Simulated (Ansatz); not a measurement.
CaO:
```
CaO
1.0
    0.00000     2.35368     2.35368
    2.35368     0.00000     2.35368
    2.35368     2.35368     0.00000
Ca O
1 1
Direct
  0.00000   0.00000   0.00000
  0.50000   0.50000   0.50000
```

Relaxed with LDA. Special points in fractions of this cell's reciprocal vectors: Γ (0.000, 0.000, 0.000); X (0.500, 0.000, 0.500); U (0.625, 0.250, 0.625); K (0.375, 0.375, 0.750); L (0.500, 0.500, 0.500); W (0.500, 0.250, 0.750).

List the band energies nearest the valence-band maximum at these points for LDA in the plane-wave PAW code Ansatz.

In eV from the valence-band maximum; about four levels below and three above (degenerate sets whole), none deeper than 8.9 eV; points with the same levels are listed once.

```tsv
k	below	above
Γ	0.00 0.00 0.00	5.09 6.27 6.27 6.27
X	-1.27 -0.36 -0.36	3.45 8.50 9.24
U	-1.42 -1.21 -0.84	5.10 8.24 9.02
L	-2.85 -1.35 -1.35	7.25 8.65 8.65
W	-1.41 -1.07 -1.07	6.39 6.39 8.82
```

Space group Fm-3m (rock salt). Symmetry was held in the LDA relaxation; phonons on a q-mesh show no instability.

Potentials: the earlier of the program's two PAW sets.
